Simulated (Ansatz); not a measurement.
LaFeO3:
```yaml
crystal:
  lattice:
    - [3.80332, 0.00000, 0.00000]
    - [0.00000, 3.80332, 0.00000]
    - [0.00000, 0.00000, 3.80332]
  atoms:
    - { symbol: Fe, position: [0.50000, 0.50000, 0.50000], spin: 2.4 }
    - { symbol: O, position: [0.50000, 0.50000, 0.00000], spin: 0.1 }
    - { symbol: O, position: [0.00000, 0.50000, 0.50000], spin: 0.1 }
    - { symbol: O, position: [0.50000, 0.00000, 0.50000], spin: 0.1 }
    - { symbol: La, position: [0.00000, 0.00000, 0.00000] }
```

Relaxed with PBEsol. Special points in fractions of this cell's reciprocal vectors: Γ (0.000, 0.000, 0.000); X (0.000, 0.500, 0.000); M (0.500, 0.500, 0.000); R (0.500, 0.500, 0.500).

Question: List the band energies nearest the Fermi level at these points for PBEsol in the plane-wave PAW code Ansatz.

Answer: In eV from the Fermi level; about four levels below and three above (degenerate sets whole), none deeper than 8.9 eV; points with the same levels are listed once.

| k | below | above |
|---|---|---|
| Γ ↑ | -2.72 -2.72 -2.72 -2.04 -2.04 | 1.01 1.01 2.24 |
| X ↑ | -3.46 -2.02 -1.60 -1.60 | 0.24 1.95 2.23 |
| M ↑ | -1.75 -1.75 -1.74 -1.04 | 1.95 1.95 2.24 |
| R ↑ | -2.71 -2.71 -2.71 -1.23 -1.23 -1.23 | 2.11 2.11 2.11 |
| Γ ↓ | -2.58 -2.58 -2.58 -1.31 -1.31 -1.31 | 0.35 0.35 1.13 1.13 |
| X ↓ | -4.75 -4.75 -3.38 -3.38 -1.20 | 0.32 0.32 0.42 |
| M ↓ | -5.10 -3.73 -3.73 -2.54 | 0.34 0.34 0.47 |
| R ↓ | -5.53 -5.53 -5.53 -2.52 -2.52 -2.52 | 0.82 0.82 0.82 |

Space group Pm-3m (cubic perovskite). The workflow started from an entry of the Crystallography Open Database (COD), which files this formula under 3 space groups. Its standing as an ambient phase is unchecked. Symmetry was held in the PBEsol relaxation; whether a distortion lowers the energy is not shown. Magnetic state: ferromagnetic, chosen from 4 collinear starts compared on coarse meshes (ties went to the first, and starts can fall back to one state), not a proven ground state. No Hubbard U is applied. The compound may be a true metal, but semilocal functionals without U, or a wrong spin order, can also close a gap. Scalar-relativistic: spin–orbit coupling is off unless named, which matters more the heavier the elements.

Potentials: the later of the program's two PAW sets.
